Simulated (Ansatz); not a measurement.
**ScSbTe: reading a single point**

```
Sb Te Sc
1.0
     0.00000    4.25330    0.00000
     4.25330    0.00000    0.00000
     2.12665    2.12665   -8.83130
Sb Te Sc
2 2 2
Direct
  0.50000 0.00000 0.00000
  0.00000 0.50000 0.00000
  0.30950 0.30950 0.38100
  0.69050 0.69050 0.61900
  0.11450 0.11450 0.77100
  0.88550 0.88550 0.22900
```

Level: r2SCAN, no spin polarisation; 500 eV; 8×8×8 Γ-centred mesh; fermi-dirac occupations (width 0.1 eV); Ansatz 0.2.0, fixed geometry.

Question: What does the stress say?

Answer: The pressure is -0.2 GPa (compression positive), so with the atoms held at these fractions the cell is close to zero pressure; the forces are large, so a full relaxation may end otherwise. The principal stresses -1.1, -1.1, 1.5 GPa differ, so its shape would change too.

Question: How is the charge shared?

Answer: Bader charges in e: Sc +1.58, Sb -0.67, Te -0.91. In the mean Sc gives up most and Te takes most.

Question: Which atom feels the largest force, and which way?

Answer: The largest is on Sc5 (and as large on other atoms): 2.34 eV/Å, components (0.00, 0.00, 2.34). It makes 134° with the line to a nearest neighbour, Sb1 at 2.93 Å.

Question: What happens at the Fermi level?

Answer: It is a metal, with about 3.3 states/eV a cell as the mean within 0.25 eV of the Fermi level, mostly Te p (52 %), Sc d (21 %) and Sb p (21 %).

Question: Describe some of the short contacts.

Answer: Sb–Sc at 2.93 Å: least valence density 0.22 e/Å³ and ELF 0.17 there. Sb–Sb at 3.01 Å: least valence density 0.28 e/Å³ and ELF 0.49 there. Te–Sc at 3.29 Å: least valence density 0.13 e/Å³ and ELF 0.22 there. These are pseudo-fields; inside the PAW spheres they differ from the all-electron ones.

Origin: a known structure type with other elements, at an estimated volume, so it need not be a known compound. Caveats: atoms or cell far from equilibrium.
